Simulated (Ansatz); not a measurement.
This cell of GaP (zinc blende) is off equilibrium:

```yaml
crystal:
  lattice:
    - [0.00000, 2.72569, 2.72569]
    - [2.72569, 0.00000, 2.72569]
    - [2.72569, 2.72569, 0.00000]
  atoms:
    - { symbol: P, position: [0.75000, 0.75000, 0.75000] }
    - { symbol: Ga, position: [0.00000, 0.00000, 0.03684] }
```

These are r2SCAN (plane waves to 500 eV, PAW, scalar-relativistic; Ansatz, an electronic-structure program) values and carry that method's errors. k mesh 8×8×8 (Γ-centred), Fermi-Dirac smearing 0.05 eV. The energy includes the smearing's −TS. Compression counts positive. As the smearing reaches across the gap at some points, energies and forces of such displacements shift with the k mesh and the smearing. GaP was relaxed with its symmetry unable to fall.

Question: Predict the force on every atom, in eV/Å.

Answer: 
```json
[
 {"atom": "P1", "Fx": "1.033", "Fy": "1.033", "Fz": "-0.316"},
 {"atom": "Ga2", "Fx": "-1.033", "Fy": "-1.033", "Fz": "0.316"}
]
```

Question: Give the stress tensor in GPa and the pressure.

Answer: 
```
    0.6      0.9     -3.0
    0.9      0.6     -3.0
   -3.0     -3.0      1.0
```
The pressure, a third of the trace, is 0.7 GPa.

Question: In it atom 2 sits (0.100, 0.100, 0.000) Å away from its relaxed site. What is its energy relative to the relaxed cell?

Answer: 103 meV/cell.

(A displaced cell: forces are minus the slopes of the energy, force constants its curvatures, and phonons follow from these.)
